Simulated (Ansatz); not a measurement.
# How far is PAW off for CuPd?

```
Cu Pd
1.0
     2.98800    0.00000    0.00000
     0.00000    2.98800    0.00000
     0.00000    0.00000    2.98800
Cu Pd
1 1
Cartesian
  0.0000 0.0000 0.0000
  1.4940 1.4940 1.4940
```

Atoms are numbered in the order listed.

The geometry is COD entry 9008813, unchecked; take it as a test cell.

Spin polarisation is left out, and whether a magnetic state lies lower isn't shown here.

All numbers are computed: DFT, PBEsol, PAW with Ansatz's default frozen-core files, scalar-relativistic (Ansatz 0.2.0); DFT, PBEsol, all-electron LAPW, scalar-relativistic (Ansatz 0.2.0).

For PAW: a Γ-centred 14×14×14 k mesh, Fermi–Dirac smearing of 0.05 eV, cutoff 420 eV, no spin polarisation; the PAW files were made with PBE, and the program remakes their frozen cores for this functional. LAPW targets a basis error of 0.25 meV/atom. The Ansatz runs share mesh, smearing and spin set-up. Plane-wave (PAW) pressures include the program's estimate of the Pulay term.

Stress and pressure are positive in compression.

Levels count from the Fermi level.

PAW results:

```
                      quantity     PAW
                pressure (GPa)   -4.57
highest filled level at Γ (eV)  -0.114
  lowest empty level at Γ (eV)   8.881
highest filled level at M (eV)  -0.241
  lowest empty level at M (eV)   0.040
```

What does full-potential LAPW give for the same quantities?


| quantity | LAPW |
| --- | --- |
| pressure (GPa) | -4.60 |
| highest filled level at Γ (eV) | -0.113 |
| lowest empty level at Γ (eV) | 8.881 |
| highest filled level at M (eV) | -0.241 |
| lowest empty level at M (eV) | 0.040 |
